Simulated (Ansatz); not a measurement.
## Settings and field gradients in KTaO₃

Cell: a Materials Project structure (computed, not necessarily an observed phase).

```
K Ta O
1.0
     3.99488    0.00000    0.00000
     0.00000    3.99488    0.00000
     0.00000    0.00000    3.99488
K Ta O
1 1 3
Direct
  0.50000 0.50000 0.50000
  0.00000 0.00000 0.00000
  0.00000 0.50000 0.00000
  0.00000 0.00000 0.50000
  0.50000 0.00000 0.00000
```

Sites (sets of like atoms) are named by element and the number of their first atom in this list.

Reference run. Computed with Ansatz: DFT, PBE, plane waves and PAW, scalar-relativistic, 420 eV cutoff, Γ-centred 5×5×5 k-points, Fermi–Dirac smearing 0.02 eV.

It gives V_zz (10²¹ V/m²) O 2.28 (η 0.00), among others. Each of these runs changes the input as listed (caps on SCF iterations aside):

A. basis.xc_grid: not typed → 3; scf.convergence.dr2_threshold: not typed → 0.0001
B. hamiltonian.hubbard: not typed → {sites: [{species: Ta, l: d, u_eff: 3.0}], double_counting: amf}; basis.ecutwfc: not typed → 14.7 Ry

(1) How does each run end, and how far do the gradients move?

Results:

(1) 

```
run   O V_zz (η)  largest change of a gradient tensor, all atoms                                         note
  A  2.28 (0.00)                                            0.00                                    converged
  B  1.49 (0.00)                                            0.79  converged; cutoff below the recommended one
```

Run B moves them most, on O (V_zz from 2.28 to 1.49).

Run B changes hamiltonian.hubbard, basis.ecutwfc together, so the table can't tell their shares apart.

On the reference run: Without spin–orbit coupling the gradients at and beside Ta can be off by some per cent, at some sites by more.
